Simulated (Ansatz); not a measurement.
## Li$_{5}$SbO$_{5}$ single point

input.yaml (Ansatz 0.2.0)

```yaml
crystal:
  lattice:
    - [0.017513, 4.022545, 0.006851]
    - [4.871406, -1.9899, -0.041621]
    - [1.93958, -0.00111, -5.524985]
  atoms:
    - { symbol: Li, position: [0.291438, 0.62146, 0.857745] }
    - { symbol: Li, position: [0.692185, 0.376563, 0.142956] }
    - { symbol: O, position: [0.1528, 0.317004, 0.182893] }
    - { symbol: O, position: [0.75822, 0.648795, 0.884022] }
    - { symbol: Sb, position: [0.985636, 0.041405, 0.018992] }
    - { symbol: O, position: [0.189204, 0.367821, 0.680032] }
    - { symbol: O, position: [0.782678, 0.636312, 0.335432] }
    - { symbol: Li, position: [0.007227, 0.962118, 0.513265] }
    - { symbol: Li, position: [0.226108, 0.557243, 0.302386] }
    - { symbol: Li, position: [0.713765, 0.44694, 0.611343] }
    - { symbol: O, position: [0.517079, 0.978728, 0.99142] }
kpoints:
  mp_grid: { grid: [5, 4, 3], shift: [0.5, 0.0, 0.5] }
magnetization:
  spin_polarized: false
scf:
  occupations: { method: fermi_dirac }
  lower_state_search: "off"
  max_iter: 200
hamiltonian:
  pseudopotentials: { kind: paw }
  xc: pbesol
basis:
  ecutwfc: 420
  fft_grid_basis: typed
output:
  forces: true
  stress: true
  eigenvalues: true
  bader: true
  populations: true
  elf: true
  write_potential: true
  volumetric_format: npy
  dos:
    e_range: [-12, 8]
    de: 0.05
    projected: { site_lists: { Li: [Li], O: [O], Sb: [Sb] } }
checkpoint:
  read: saved_state
```

The run starts from an earlier solution of this cell. 

Output (shortened):

```
Free energy (F): -10231.5685 eV
Harris-Foulkes:  -10231.5685 eV  (|F-HF|=7.46e-8)
Internal energy: -10231.5684 eV  (E = F + TS)
E sigma→0 (E₀):  -10231.5684 eV
Entropy (-TS):    0.0000 eV (-0.008 meV/atom)
Fermi energy:    6.3672 eV
--- Per-component energies (eV) ---
  E_band       = -639.7110
  E_kinetic    = 1205.0163
  E_local      = -4526.1727  (includes V_loc(G=0)·N_el)
  E_nonlocal   = 450.1389
  E_hartree    = 1807.9976
  E_xc         = -559.9721
  E_vxc        = -640.0991  (∫ρ·V_xc dr)
  E_paw        = -5367.7222  (= ΣΔE_a)
  E_vpaw       = -744.6054  (= ΣTr[D̂ρ^β])
  E_aug_tail   = 0.0122  (compensation charges beyond the density's cutoff)
  E_ewald      = -3241.3747
  E_core_change = 0.5083  (= ΣΔE_core)
  E_smearing   =  0.0000  (= −TS)
--- Stress (GPa, compression-positive) ---
       -0.6283      -0.9897      -5.9927
       -0.9896      11.3004      -1.8421
       -5.9927      -1.8421       7.1928
  P = ⅓ Tr σ = 5.9550 GPa (59.550 kbar)
--- Löwdin populations: 11 sites ---
  site symbol       q [e]
     0     Li      2.2708
     1     Li      2.2500
     2      O      7.0413
     3      O      7.0645
     4     Sb     13.0441
     5      O      6.9914
     6      O      7.0734
     7     Li      2.2575
     8     Li      2.2596
     9     Li      2.2599
    10      O      6.9147
  spilling = 0.0095 (of n_electrons = 60.0000)
--- Bader charges: 11 sites ---
  site symbol  charge [e]  shift [e]
     0     Li      0.8697     0.0014
     1     Li      0.8621     0.0016
     2      O     -1.4026     0.0065
     3      O     -1.4023     0.0016
     4     Sb      2.5718     0.0126
     5      O     -1.3741     0.0024
     6      O     -1.4210     0.0025
     7     Li      0.8887     0.0006
     8     Li      0.8703     0.0018
     9     Li      0.8656     0.0019
    10      O     -1.3281     0.0069
```

Total energies depend on the potentials used, so only differences within one code and one set of settings carry meaning.

Origin: a strained cell with displaced atoms, so it need not be a known compound. Caveats: atoms or cell far from equilibrium.
